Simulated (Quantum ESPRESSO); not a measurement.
Al3MgN3O, a curve over one atom's position

Simulated, not a measurement. The program is pw.x of Quantum ESPRESSO 7.5 (plane-wave density functional theory). The cell is made up: 8 atoms on a rocksalt lattice, with randomly drawn elements, strain and displacements, not relaxed. PseudoDojo standard norm-conserving files (v0.5 for PBE, v0.4.1 for LDA and PBEsol) set the functional; there is no spin polarisation, spin-orbit coupling or dispersion term, and the masses in the input are unused placeholders.

Seven runs move atom 6 (N, counted in the order of the input) along y and keep all else fixed.

Input of the run at -0.0274:

```
&control calculation='scf', pseudo_dir='./dojo.nc.sr.pbe.v0_5.standard.upf', outdir='./o', disk_io='low', tprnfor=.true., tstress=.true. /
&system ibrav=0, nat=8, ntyp=4, nbnd=26, ecutwfc=84.00895049, nosym=.true., tot_charge=0,
 occupations='smearing', smearing='fd', degauss=0.0018374661
/
&electrons conv_thr=7.350e-09, electron_maxstep=60, /
ATOMIC_SPECIES
Al 1.0 Al.upf
Mg 1.0 Mg.upf
N 1.0 N.upf
O 1.0 O.upf
CELL_PARAMETERS angstrom
4.1803 0.0 0.0
0.0 4.1803 0.0
0.0 0.0 4.1803
ATOMIC_POSITIONS angstrom
Al -0.0556 -0.0717 0.0923
Al -0.015 2.2086 2.2094
Mg 2.114 0.0396 2.1906
Al 2.1166 2.0181 -0.0031
N 2.1754 -0.0025 -0.0178
N 1.9823 2.021 2.1274
N 4.1236 -0.0634 2.0415
O 4.1826 2.098 -0.0088
K_POINTS automatic
4 4 4 1 1 1
```

```
shift of atom 6 along y (Å)  free energy less that of the input shown (eV)  Fx on atom 6 (eV/Å)  Fy on atom 6 (eV/Å)  Fz on atom 6 (eV/Å)  pressure (GPa)  next band up at Gamma (eV)  iterations
                    -0.1650                                         0.3940                0.621                4.505               -0.109           -1.19                       1.987          11
                    -0.0631                                         0.0623                0.780                2.108               -0.062           -2.82                       1.965          11
                    -0.0274                                         0.0000                0.818                1.389               -0.051           -3.15                       1.960          12
                    +0.0724                                        -0.0451                0.881               -0.458               -0.035           -3.49                       1.961          12
                    +0.0921                                        -0.0326                0.887               -0.811               -0.034           -3.45                       1.964          12
                    +0.1438                                         0.0335                0.890               -1.750               -0.034           -3.21                       1.969          12
                    +0.1605                                         0.0654                0.887               -2.061               -0.035           -3.08                       1.971          12
```

A cubic fit gives dFy/dy = -18.83 eV/Å² at zero shift. Across the table the free energy follows the integral of the force to within 0.2 meV. A rerun of one of the cells at 1437 eV and a 6 x 6 x 6 mesh moved values by no more than 0.004 eV in energy, 0.02 GPa in stress and 0.002 eV/Å in force. The band column is the level of band 21 at Gamma less that of band 20, whose number is half the electron count, rounded up; it comes from a band step after each run.